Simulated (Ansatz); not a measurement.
# BaSb$_{3}$Pd: reading a single point

```
Ba Pd Sb
1.0
     0.00000    4.94890    0.00000
     4.94890    0.00000    0.00000
     2.47445    2.47445   -5.80127
Ba Pd Sb
1 1 3
Cartesian
  0.0000 0.0000 0.0000
  4.9489 4.9489 -4.1537
  2.4745 4.9489 -2.9586
  4.9489 2.4745 -2.9586
  2.4745 2.4745 -1.0558
```

Method: PBE, no spin polarisation; PAW, plane waves to 420 eV, 8×8×8 Γ-centred mesh, fermi-dirac occupations (width 0.1 eV) (Ansatz 0.2.0), atoms fixed.

Task: Is it stable against the elements?

Result: -0.53 eV an atom against the elements' usual phases (free molecules for gases, crystals otherwise, with no correction for O₂ or N₂), so it is bound against them; other compounds may still compete. Relaxing would lower it.

Task: Which element gives electrons and which takes them?

Result: Bader charges in e: Ba +1.24, Sb -0.38 to -0.09, Pd -0.67. In the mean Ba gives up most and Pd takes most.

Task: What does the stress say?

Result: The pressure is 1.4 GPa (compression positive), so with the atoms held at these fractions the cell would first expand. The principal stresses -0.3, 2.3, 2.3 GPa differ, so its shape would change too.

Task: Which atom feels the largest force, and which way?

Result: The largest is on Ba1: 0.28 eV/Å, components (0.00, 0.00, -0.28). It makes 73° with the line to a nearest neighbour, Sb5 at 3.66 Å.

Task: Is there a gap?

Result: It is a metal, with about 3.8 states/eV a cell as the mean within 0.25 eV of the Fermi level, mostly Sb p (62 %).

Origin: a known structure type with other elements, at an estimated volume, so it need not be a known compound.
